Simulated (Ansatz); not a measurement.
Ca₂PbAu₂: pressure against volume

A database entry relaxed whole under r2SCAN (P4/mbm):

```yaml
crystal:
  lattice:
    - [8.02564, 0.00000, 0.00000]
    - [0.00000, 8.02564, 0.00000]
    - [0.00000, 0.00000, 3.87664]
  atoms:
    - { symbol: Ca, position: [0.17387, 0.67387, 0.50000] }
    - { symbol: Ca, position: [0.32613, 0.17387, 0.50000] }
    - { symbol: Ca, position: [0.82613, 0.32613, 0.50000] }
    - { symbol: Ca, position: [0.67387, 0.82613, 0.50000] }
    - { symbol: Pb, position: [0.00000, 0.00000, 0.00000] }
    - { symbol: Pb, position: [0.50000, 0.50000, 0.00000] }
    - { symbol: Au, position: [0.62341, 0.12341, 0.00000] }
    - { symbol: Au, position: [0.87659, 0.62341, 0.00000] }
    - { symbol: Au, position: [0.37659, 0.87659, 0.00000] }
    - { symbol: Au, position: [0.12341, 0.37659, 0.00000] }
```

The cell was scaled uniformly, its shape held, and the atoms relaxed at each volume with plane-wave PAW DFT (Ansatz 0.2.0; r2SCAN, 500 eV, 4×4×9 Γ-centred mesh, fermi-dirac occupations of width 0.100 eV; no spin, no spin-orbit coupling). One row is withheld.

```csv
volume (Å³/atom),energy over the lowest (meV/atom),pressure (GPa)
23.472,16.6,3.89
23.971,6.9,2.43
24.470,?,?
24.970,0.0,-0.03
25.469,1.9,-1.05
25.969,6.8,-1.97
26.468,14.4,-2.79
```

Question: Fit the pressures of the other rows to the third-order Birch-Murnaghan form.

Answer: With f = [(V₀/V)^(2/3) − 1]/2 and P = 3B₀f(1 + 2f)^(5/2)[1 + 3(B₀′ − 4)f/2], least squares gives V₀ = 24.96 Å³ an atom, B₀ = 54.7 GPa and B₀′ = 4.8; the rows miss the fit by less than 0.01 GPa. The slope of the energies differs from these pressures by 0.06 GPa, since they are taken to zero smearing while pressures follow the free energy.

Question: What does the withheld row hold?

Answer: The fit gives 1.13 GPa at 24.470 Å³; the run gave 1.13 GPa and 1.5 meV an atom.

Caveats: the shape of the cell was held, so B₀ is an upper bound where the axes differ in stiffness; 0 K, fixed nuclei; the symmetry was kept, and this need not be the phase that is stable at 0 K; one mesh for all volumes; every run is gapless at this level; pressure is positive in compression.
